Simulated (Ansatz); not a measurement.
The relaxed structure here is a generated cell of TiB2: the first start was made by a random draw of sites in a space group, and the end was not matched to a known phase here, so it may be hypothetical. Known forms of TiB2 include space group No. 191.

One starting cell of TiB₂ (a randomly generated symmetric cell of TiB2 (space group No. 123)) was relaxed twice with Ansatz (plane waves, PAW, scalar-relativistic): with r2SCAN at 500 eV and with PBE at 420 eV. The r2SCAN result:

```cif
data_B2Ti
_chemical_formula_sum 'B2 Ti1'
_space_group_name_H-M_alt 'P 1'
_space_group_IT_number 1
_cell_length_a 2.96094
_cell_length_b 2.96094
_cell_length_c 3.46769
_cell_angle_alpha 90.000
_cell_angle_beta 90.000
_cell_angle_gamma 90.000
loop_
_space_group_symop_operation_xyz
  'x, y, z'
loop_
_atom_site_label
_atom_site_type_symbol
_atom_site_fract_x
_atom_site_fract_y
_atom_site_fract_z
_atom_site_occupancy
B1 B 0.00000 0.50000 0.50000 1
B2 B 0.50000 0.00000 0.50000 1
Ti1 Ti 0.00000 0.00000 0.00000 1
```

| quantity | r2SCAN | PBE |
|---|---|---|
| space group | P4/mmm | P4/mmm |
| volume (Å³/atom) | 10.13 | [?] |
| a (Å) | 2.961 | [?] |
| c (Å) | 3.468 | [?] |
| gap (eV, no spin-orbit coupling) | 0.00 | [?] |

**Question.** What does PBE give for the same quantities?

**Answer.** 
- volume (Å³/atom), PBE: 10.11
- a (Å), PBE: 2.952
- c (Å), PBE: 3.481
- gap (eV, no spin-orbit coupling), PBE: 0.00

Both levels end in the same structure; PBE's volume is within 0.5 % of r2SCAN's. Neither column is exact.

No spin polarisation in the result.

The run could not lose the symmetry of its start, so the end can be a saddle point.

All atoms sit on sites fixed by symmetry, so only the cell could relax.

Ansatz is a program for electronic structure.
